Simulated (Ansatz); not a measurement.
ZrAl$_{3}$:
Space group I4/mmm (No. 139); a = 3.9854 Å, b = 3.9854 Å, c = 17.1747 Å, α = 90.00°, β = 90.00°, γ = 90.00°

```tsv
atom	site	symmetry	x	y	z
Al	4c	mmm.	0.0000	0.5000	0.0000
Al	4d	-4m2	0.0000	0.5000	0.2500
Al	4e	4mm	0.0000	0.0000	0.3746
Zr	4e	4mm	0.0000	0.0000	0.1188
```
(The calculation used a cell of 8 atoms; values per cell refer to that cell.)

Relaxed with PBEsol.

Problem. Tabulate the valence density and the electron localisation function along the shortest Al–Al contact (2.82 Å), the program Ansatz at the PBEsol level (PAW).

Solution. 

```csv
distance from Al (Å),density (e/Å³),ELF
0.28,0.07,0.09
0.42,0.08,0.02
0.56,0.12,0.08
0.70,0.17,0.30
0.85,0.21,0.55
0.99,0.23,0.67
1.13,0.23,0.70
1.27,0.23,0.71
1.41,0.22,0.71
1.55,0.23,0.71
1.69,0.23,0.70
1.83,0.23,0.67
1.97,0.21,0.55
2.11,0.17,0.30
2.25,0.12,0.08
2.40,0.08,0.02
2.54,0.07,0.09
```

The density is the valence pseudo-density with augmentation charge, so density and ELF within about 1 Å of a nucleus are not all-electron values.

The workflow started from an entry of the Crystallography Open Database (COD). Whether it is the stable phase at ambient conditions was not checked. The cell was relaxed with PBEsol under the symmetry of its start; its stability against distortions is not shown here. The run is not spin-polarised. Axis ratios of metals converge slowly with the k-mesh, so a and c are less sure than the volume.

Potentials: the later of the program's two PAW sets.
